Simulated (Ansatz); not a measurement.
ZrN:
```xyz
2
Lattice="0.0000 2.2973 2.2973 2.2973 0.0000 2.2973 2.2973 2.2973 0.0000" Properties=species:S:1:pos:R:3 pbc="T T T"
Zr     2.2973     2.2973     2.2973
N      0.0000     0.0000     0.0000
```

Relaxed with PBE.

### Question
Map the electron localisation function on the plane through (0.500, 0.500, 0.500) spanned by u = [1, 0, 0] and v = [0, 1, -1] in lattice vectors, from DFT-PBE in the program Ansatz with PAW potentials.

### Answer
x is the fraction of u, y of v (the angle between them is 90°; rows are the nearest grid lines); atoms in the plane: Zr at (0.00, 0.00), N at (0.50, 0.50).
```
y \ x   0.000  0.0625  0.188  0.250  0.375  0.438  0.562  0.625  0.750  0.812  0.938   1.00
------  -----  ------  -----  -----  -----  -----  -----  -----  -----  -----  -----  -----
1.00    0.029   0.195  0.814  0.694  0.111  0.121  0.121  0.111  0.694  0.814  0.195  0.029
0.938   0.189   0.399  0.804  0.639  0.111  0.145  0.145  0.111  0.639  0.804  0.399  0.189
0.875   0.675   0.730  0.743  0.447  0.147  0.268  0.268  0.147  0.447  0.743  0.730  0.675
0.750   0.694   0.640  0.212  0.160  0.625  0.754  0.754  0.625  0.160  0.212  0.640  0.694
0.688   0.291   0.242  0.153  0.336  0.795  0.813  0.813  0.795  0.336  0.153  0.242  0.291
0.625   0.111   0.111  0.316  0.625  0.798  0.712  0.712  0.798  0.625  0.316  0.111  0.111
0.562   0.121   0.145  0.529  0.754  0.711  0.388  0.388  0.711  0.754  0.529  0.145  0.121
0.438   0.121   0.145  0.529  0.754  0.711  0.388  0.388  0.711  0.754  0.529  0.145  0.121
0.375   0.111   0.111  0.316  0.625  0.798  0.712  0.712  0.798  0.625  0.316  0.111  0.111
0.312   0.291   0.242  0.153  0.336  0.795  0.813  0.813  0.795  0.336  0.153  0.242  0.291
0.250   0.694   0.640  0.212  0.160  0.625  0.754  0.754  0.625  0.160  0.212  0.640  0.694
0.125   0.675   0.730  0.743  0.447  0.147  0.268  0.268  0.147  0.447  0.743  0.730  0.675
0.0625  0.189   0.399  0.804  0.639  0.111  0.145  0.145  0.111  0.639  0.804  0.399  0.189
0.000   0.029   0.195  0.814  0.694  0.111  0.121  0.121  0.111  0.694  0.814  0.195  0.029
```

The density is the valence pseudo-density with augmentation charge, so density and ELF within about 1 Å of a nucleus are not all-electron values.

Space group Fm-3m (rock salt). The cell was relaxed with PBE under the symmetry of its start; of distortions, only those at the zone centre were tested. No spin polarisation was allowed.

Potentials: the later of the program's two PAW sets.
